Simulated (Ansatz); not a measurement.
Input for Ansatz (plane-wave DFT), Sn₃Te:

```yaml
crystal:
  lattice:
    - [4.865622, 0.0, 0.0]
    - [0.0, 4.865622, 0.0]
    - [0.0, 0.0, 4.865622]
  atoms:
    - { symbol: Sn, position: [0.5, 0.5, 0.0] }
    - { symbol: Sn, position: [0.5, 0.0, 0.5] }
    - { symbol: Sn, position: [0.0, 0.5, 0.5] }
    - { symbol: Te, position: [0.0, 0.0, 0.0] }
basis:
  ecutwfc: 420
kpoints:
  mp_grid: { grid: [4, 4, 4] }
hamiltonian:
  xc: pbe
scf:
  occupations: { method: cold, width: 0.0066 }
  n_extra_bands: 3
output:
  forces: true
  stress: true
  eigenvalues: true
```

Command:

```bash
ansatz run input.yaml --threads 1 --pin off --max-ram 1331MiB --backend cpu --events-out ev --progress --plain --runs-dir out
```

From the log (HF is the Harris–Foulkes energy, dr2 the density residual in eV):

```text
scf.n_extra_bands = 3 over 29 filled bands (N_el = 58.0): the run solves 32 bands
Pseudopotential: Sn, paw, valence charge 14, recommended cutoff 420 eV (normal)
Pseudopotential: Te, paw, valence charge 16, recommended cutoff 420 eV (normal)
Crystal: 4 atoms, lattice volume = 115.190 Å³
Basis set: ecut = 420 eV, 2301 PW (Γ), exchange–correlation on 72×72×72 points (8 copies of the dense FFT grid, shifted against one another)
Bands: 32, of which v1, the nominal top of the filled ones, is band 29 counted from 1 (28 counted from 0)
Symmetry: 48 space group operations
Space group: Pm-3m (ITA 221), of the structure as read, at distance tolerance 4.9e-5 Å
k-points: 10 of 64
Initial density: superposition of atomic densities, corrected by the library's trained network
SCF iter   1: HF=-25052.257240 eV  Δρ=1.68e-3  dr2=6.66e-3
SCF iter   2: HF=-25052.253132 eV  S|Δr|=    0.00e0  Δρ=9.05e-4  dr2=1.74e-3
SCF iter   3: HF=-25052.252834 eV  S|Δr|=    0.00e0  Δρ=3.04e-4  dr2=8.51e-5
SCF iter   4: HF=-25052.252798 eV  S|Δr|=    0.00e0  Δρ=9.54e-5  dr2=1.09e-5
SCF iter   5: HF=-25052.252798 eV  S|Δr|=    0.00e0  Δρ=1.78e-5  dr2=4.12e-7
SCF iter   6: F=-25052.252798 eV  HF=-25052.252798 eV  S|Δr|=    0.00e0  Δρ=3.21e-6  dr2=1.00e-8
SCF 1 converged in 6 iterations: F = -25052.252798 eV  dr2 = 1.00e-8
SCF converged after 6 iterations
Stability not checked: this state was not tested for a lower state beside it, because cold or Methfessel-Paxton smearing, or corrected tetrahedra, fill the levels in a way that the test cannot read (fill_not_monotonic; see scf.lower_state_search)
Free energy (F): -25052.252798 eV
E sigma→0 (E₀):  -25052.252773 eV
Entropy (-TS):   -0.000076 eV (-0.019 meV/atom)
Fermi energy:    10.503394 eV
--- Forces (eV/Å), atoms counted from 1 ---
  atom   1  Sn     0.00000000     0.00000000     0.00000000
  atom   2  Sn     0.00000000    -0.00000000     0.00000000
  atom   3  Sn     0.00000000    -0.00000000    -0.00000000
  atom   4  Te    -0.00000000     0.00000000     0.00000000
--- Stress (GPa, compression-positive) ---
       -0.175752       0.000000       0.000000
       -0.000000      -0.175752      -0.000000
        0.000000      -0.000000      -0.175752
  P = ⅓ Tr σ = -0.1758 GPa (-1.758 kbar)
```

Settings here are deliberately varied, not converged.